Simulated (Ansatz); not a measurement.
# Relaxing Cu

These are results of DFT r2SCAN, scalar-relativistic, plane waves, PAW (Ansatz 0.2.0), not measurements. Run with 500 eV cutoff, 24×24×12 k-mesh, Gaussian smearing of 0.10 eV, no spin polarisation.

What was changed: biaxial strain in the a-b plane, c and atoms relaxed: +6.0 %.

Command:

```bash
ansatz run input.yaml --threads 1 --pin off --max-ram 2560MiB --backend cpu --events-out ev --progress --plain --runs-dir out
```

Input:

```yaml
crystal:
  lattice:
    - [2.6823328875, 0.0, 0.0]
    - [-1.3411664437, 2.322968422, 0.0]
    - [0.0, 0.0, 3.9811807588]
  atoms:
    - { symbol: Cu, position: [0.3333333333, 0.6666666667, 0.25] }
    - { symbol: Cu, position: [0.6666666667, 0.3333333333, 0.75] }
basis:
  ecutwfc: 500
kpoints:
  mp_grid: { grid: [24, 24, 12] }
hamiltonian:
  xc: r2scan
scf:
  occupations: { method: gaussian, width: 0.1 }
output:
  forces: true
  stress: true
  eigenvalues: true
relax:
  adjacent_minimum: "off"
  f_tol: 0.008
  max_steps: 40
  cell: { stress_tol: 0.015, fix: [a, b, gamma] }
```

F is the free energy. Steps run on the plane waves of an earlier cell, but the last one, and at times one on the way, on a freshly chosen basis, so a repeated geometry can differ a little in energy. The held parts of the cell keep their stress, so P needn't end at zero.

Steps:

```csv
step,F − F(1) (eV),largest force component (eV/Å),V (Å³/atom),P (GPa)
1,0.0000,0.000,12.403,-9.17
2,-0.0004,0.000,12.377,-8.88
3,-0.0006,0.000,12.339,-8.45
4,-0.0006,0.000,12.340,-8.46
5,-0.0005,0.000,12.340,-8.47
```

Relaxed structure:

```yaml
crystal:
  lattice:
    - [2.68233, 0.00000, 0.00000]
    - [-1.34117, 2.32297, 0.00000]
    - [0.00000, 0.00000, 3.96099]
  atoms:
    - { symbol: Cu, position: [0.33333, 0.66667, 0.25000] }
    - { symbol: Cu, position: [0.66667, 0.33333, 0.75000] }
```

Symmetry: P6_3/mmc, No. 194, hexagonal system. The conventional cell has a = 2.682 Å, b = 2.682 Å, c = 3.961 Å, α = 90.00°, β = 90.00°, γ = 120.00°. Cu (site symmetry -6m2) is surrounded by 12 Cu at 2.51 to 2.68 Å.

The run converged. The run took 4 min on 1 thread of Arm Neoverse N1, on a shared host, peak memory 0.57 GiB.